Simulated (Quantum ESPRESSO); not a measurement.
AlSi6N (made-up cell) (calculated)

All values are calculated (Quantum ESPRESSO 7.5). Calculation on a made-up crystal cell, not a measurement: periodic Kohn-Sham density functional theory in plane waves with PseudoDojo standard norm-conserving scalar-relativistic pseudopotentials, each functional with its own files (v0.5 for PBE, v0.4.1 for LDA and PBEsol), no spin polarisation, no spin-orbit coupling, atoms not relaxed, stress positive in tension, energies less a fixed whole-eV offset for each atom's element; levels are Kohn-Sham levels at fractions of this cell's reciprocal vectors, counted from the reference band (half the neutral cell's valence electrons, rounded up) at Gamma; error bars cover cutoff and k-mesh only, not smearing or the files; added strain carries the atoms with the cell, and shear is the tensor component; each bar is the largest change over components, and at least 0.002 eV, 0.002 eV per angstrom or 0.02 GPa; energies are for the whole cell, and the offsets were chosen from early runs and are not element reference energies.

```xyz
8
Lattice="5.3252 0.0000 0.0000 0.0000 5.3252 0.0000 0.0000 0.0000 5.3252" Properties=species:S:1:pos:R:3 formula=AlSi6N lattice_type=zincblende/diamond functional=pbe cutoff=1143 fermi_dirac_smearing=0.1 scf_tolerance=1e-07 electrons_removed=0 k_mesh=6_x_6_x_6,shifted_by_half_a_step
Si    -0.0467     0.0060     0.0373
Si     0.0056     2.6576     2.6337
Si     2.6328     0.0212     2.6736
Si     2.6511     2.6591    -0.0112
N      1.3368     1.3506     1.3208
Si     1.3410     4.0028     3.9781
Si     3.9715     1.2967     4.0198
Al     4.0070     3.9702     1.3126
```

Units: cutoff, fermi_dirac_smearing, scf_tolerance in eV.

Atoms:
```
atoms element  atom site
           Si          1
           Si          2
           Si          3
           Si          4
            N          5
           Si          6
           Si          7
           Al          8
```

## Withheld values
1. What stress yz does the calculation give for AlSi6N (made-up cell)?
2. What stress xy does the calculation give for AlSi6N (made-up cell)?
3. What pressure does the calculation give for AlSi6N (made-up cell)?
4. Give the missing stress xz for AlSi6N (made-up cell).

Calculated values
1. 1.293 GPa
2. -0.6197 GPa
3. 1.38 GPa
4. -1.232 GPa

Further results for AlSi6N (made-up cell):

* stress xx: -1.162 GPa
* stress yy: -1.469 GPa
* stress zz: -1.507 GPa
* fermi level: 0.07125 eV
* reference band: 16
* error bar stress: 0.03919 GPa
* error bar force: 0.01423 eV/Å
* error bar next band up: 0.002711 eV
* error bar fermi level: 0.02088 eV
* error bars from: tighter rerun of this cell

Forces:
```
site  x (eV/Å)   y (eV/Å)  z (eV/Å)
   1     2.395      1.434    0.2769
   2     1.528     -1.872   -0.3016
   3    -1.067      1.202    -1.517
   4    -1.602     -1.489    0.9151
   5   -0.1422  -0.002826    0.1564
   6   -0.6607   -0.00549    0.3247
   7    0.3049     0.5962   -0.4614
   8   -0.7562     0.1373    0.6067
```

Levels:
```
level k point  next band up (eV)
        Gamma             0.4685
(1/2,1/2,1/2)             0.1557
   (0.15,0,0)             0.1788
   (0,0.15,0)             0.1882
   (0,0,0.15)           0.005716
```
